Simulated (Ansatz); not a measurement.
HfTeS:
```
HfTeS
1.0
    3.81273     0.00000     0.00000
   -1.90637     3.30192     0.00000
    0.00000     0.00000     6.45866
Hf Te S
1 1 1
Cartesian
  0.00000   2.20128   0.19411
  0.00000   0.00000   4.78885
  1.90637   1.10064   1.47569
```

Relaxed with r²SCAN+D4.

Map the valence electron density (e/Å³), cut off at 1 on the plane through (0.333, 0.667, 0.030) spanned by u = [0, 0, 1] and v = [1, -1, 0] in lattice vectors, from plane-wave PAW r²SCAN+D4 (Ansatz code).

x is the fraction of u, y of v (the angle between them is 90°; rows are the nearest grid lines); atoms in the plane: Hf at (0.00, 0.00), Te at (0.71, 0.67), S at (0.20, 0.33).
```
|@@@@@+.                  ..+@@@@@|
|@@@@@=.                 ...+@@@@@|
|@@@@+:.              ....::-#@@@@|
|@@@+:..            ...:::::-=#@@@|
|:....            ..:-++**+==--:::|
|..              ..:=*%@@@#*+-::..|
|.               .-+@@@@@@@@#=-:..|
|.              .:-*@@@@@@@@%+-:..|
|.              .:-*@@@@@@@@%+-:..|
|.               .-+@@@@@@@@*=-:..|
|.               .:=*@@@@@@%+-::..|
|...::::::..      ..:-=+++=--:....|
|..:-==+==-:.      ..::---:::.....|
|:-=#@@@@@%+-.         .....   ..:|
|:-*@@@@@@@#=:.                 .:|
|:=#@@= .#@@+:.                 .:|
|:=#@@#-=@@@+:.                 .:|
|:-*@@@@@@@#=:.                 .:|
|:-=*#@@%#+-:.                 ..:|
|:-==+**+=-:.            .......::|
|@@@#=-:...             .....:*@@@|
|@@@@*-..               ....:*@@@@|
|@@@@@=.                 ...+@@@@@|
|@@@@@+.                  ..+@@@@@|
```
Scale: ten equal steps from 0.000 (start of ' ') to 1.00 (end of '@'), in the order ' .:-=+*#%@'; x runs from 0.000 to 1.00, y from 0.000 (bottom) to 1.00 (top).

The density is the valence pseudo-density with augmentation charge, so density and ELF within about 1 Å of a nucleus are not all-electron values.

Space group P3m1. The first step of the workflow began from a Materials Project structure, measured or hypothetical; the Crystallography Open Database copy checked does not list it. Whether it is the stable phase at ambient conditions was not checked. The cell was relaxed with r²SCAN+D4 under the symmetry of its start; whether a distortion lowers the energy is not shown. The run is not spin-polarised. Scalar-relativistic: spin–orbit coupling is off unless named, which matters more the heavier the elements.

Potentials: the later of the program's two PAW sets.
